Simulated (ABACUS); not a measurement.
Set-up for a self-consistent single point of Ni3Sn4 (C2/m, 7 atoms in the cell; from Materials Project mp-20174, changed as shown).

```xyz
7
Lattice="6.1508 -2.0425 0.0000 6.1508 2.0425 0.0000 -1.3576 0.0000 5.0558" Properties=species:S:1:pos:R:3 pbc="T T T"
Ni     0.0000     0.0000     0.0000
Ni     8.7456     0.0000     3.3548
Ni     2.1984     0.0000     1.7010
Sn     6.6188     0.0000     1.5853
Sn     4.3252     0.0000     3.4704
Sn     9.9298     0.0000     0.9477
Sn     1.0142     0.0000     4.1081
```

All values come from this method and carry its errors: PBEsol, numerical atomic orbitals DZP (confined pseudo-atomic orbitals with Gaussian additions; energy shift 0.01 Ry), PseudoDojo 0.4 standard norm-conserving PBEsol (tails mended) pseudopotentials run with ABACUS.

ABACUS settings:

- basis: DZP numerical atomic orbitals, energy shift 0.01 Ry
- KPT: Gamma 6 6 4 0 0 0
- basis_type: lcao
- dft_functional: PBESOL
- ecutwfc: 100 Ry
- smearing_method: gaussian
- smearing_sigma: 0.00999582 Ry
- potentials: PseudoDojo 0.4 standard norm-conserving PBEsol (tails mended)
- symmetry: 1
- ks_solver: scalapack_gvx
- scf_nmax: 100
- scf_thr: 1.0e-06
- mixing_type: broyden
- mixing_beta: 0.4

Results:

```
Quantity                                                   Value
------------------------------------------------  --------------
Number of valence electrons                                  110
Number of bands                                               67
Number of k-points after the program's reduction              47
Size of the basis                                            178
Number of SCF iterations                                      12
Free energy E − TS                                -22248.6812 eV
Fermi level (on the code's own zero)                    14.43 eV
Pressure                                               -3.17 GPa
```

Stress (GPa, positive for compression):
```
-3.50   0.00  -0.26
 0.00  -3.51   0.00
-0.26   0.00  -2.50
```

For comparison: a first run was changed to give this one (volume scaled by 0.98), and from it to this one the free energy drops by 9.7 meV/atom and the pressure goes from -5.14 to -3.17 GPa.

The atom-centred basis is finite, which shifts total energies and pressures against plane waves. The run has no spin polarisation, so moments on Ni cannot form. The structure comes from a collection of computed structures, made at another level of theory; the collection holds predicted forms beside known ones. Its lattice was then scaled. No clean gap shows at this smearing width and mesh (spacing up to 0.31 Å⁻¹); the mesh is coarse for partly filled bands, so the values carry mesh errors.

Cost on one core: around 70 core-seconds (rough).

The atomic orbitals were generated for these runs; they are not ABACUS's published sets and were checked against plane waves on a few crystals only.

“Tails mended”: in these copies of the files the far tail of each local potential was reset to the Coulomb form.
